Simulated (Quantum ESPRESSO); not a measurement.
**Band energies of Sr$_{2}$GaSbO$_{6}$**

```
Sr2GaSbO6
1.0
    0.00000     3.98872     3.98872
    3.98872     0.00000     3.98872
    3.98872     3.98872     0.00000
O Ga Sr Sb
6 1 2 1
Direct
  0.74989   0.25011   0.74989
  0.25011   0.74989   0.25011
  0.74989   0.25011   0.25011
  0.25011   0.74989   0.74989
  0.74989   0.74989   0.25011
  0.25011   0.25011   0.74989
  0.00000   0.00000   0.00000
  0.25000   0.25000   0.25000
  0.75000   0.75000   0.75000
  0.50000   0.50000   0.50000
```

LDA (Quantum ESPRESSO, PseudoDojo norm-conserving, 84 Ry, without SOC); path ΓXWKΓLUWLK,UX; energies in eV from the valence-band maximum.

```csv
k (1/Å),point,band 38,band 39,band 40,band 41,band 42,band 43,band 44,band 45
0.00,Γ,-0.81,-0.81,0.00,0.00,0.00,0.55,5.27,5.27
0.20,,-0.86,-0.86,-0.21,-0.21,-0.01,1.23,5.50,5.53
0.39,,-1.00,-1.00,-0.69,-0.69,-0.04,2.51,6.10,6.15
0.59,,-1.27,-1.16,-1.14,-1.14,-0.07,3.83,6.75,6.79
0.79,X,-1.39,-1.24,-1.24,-1.16,-0.08,4.46,7.04,7.06
0.79,W,-1.53,-1.21,-1.16,-0.58,-0.58,4.68,6.15,7.41
1.07,K,-1.26,-1.16,-1.10,-0.96,-0.29,4.56,6.09,7.28
1.40,,-1.14,-0.75,-0.73,-0.58,-0.35,3.10,5.83,6.41
1.57,,-0.97,-0.76,-0.41,-0.39,-0.15,2.02,5.79,5.88
1.73,,-0.85,-0.80,-0.14,-0.12,-0.04,1.05,5.44,5.44
1.90,Γ,-0.81,-0.81,0.00,0.00,0.00,0.55,5.27,5.27
2.07,,-0.82,-0.82,-0.13,-0.13,-0.05,1.07,5.45,5.45
2.24,,-0.81,-0.81,-0.35,-0.35,-0.18,2.02,5.60,5.92
2.58,L,-0.76,-0.66,-0.61,-0.61,-0.54,3.69,4.77,6.99
2.82,,-0.94,-0.90,-0.88,-0.67,-0.44,4.08,5.27,7.09
3.07,U,-1.26,-1.16,-1.10,-0.96,-0.29,4.56,6.09,7.28
3.07,W,-1.53,-1.21,-1.16,-0.58,-0.58,4.68,6.15,7.41
3.21,,-1.36,-1.14,-1.11,-0.56,-0.56,4.53,5.91,7.33
3.34,,-1.06,-0.96,-0.95,-0.54,-0.54,4.19,5.41,7.16
3.62,L,-0.76,-0.66,-0.61,-0.61,-0.54,3.69,4.77,6.99
3.74,,-0.82,-0.75,-0.69,-0.59,-0.52,3.81,4.91,7.01
3.86,,-0.94,-0.90,-0.88,-0.67,-0.44,4.08,5.27,7.09
3.98,,-1.11,-1.09,-1.02,-0.81,-0.36,4.39,5.71,7.23
4.11,K,-1.26,-1.16,-1.10,-0.96,-0.29,4.56,6.09,7.28
4.11,U,-1.26,-1.16,-1.10,-0.96,-0.29,4.56,6.09,7.28
4.38,X,-1.39,-1.24,-1.24,-1.16,-0.08,4.46,7.04,7.06
```

The LDA gap is direct, 0.55 eV at Γ.

Spin-orbit coupling is left out, which matters for elements this heavy: edges can move by tenths of an eV.

Geometry of the Materials Project entry, not relaxed at this level.

The structure is a Materials Project entry; no match was found in the copy of COD used, and its stability was not checked.
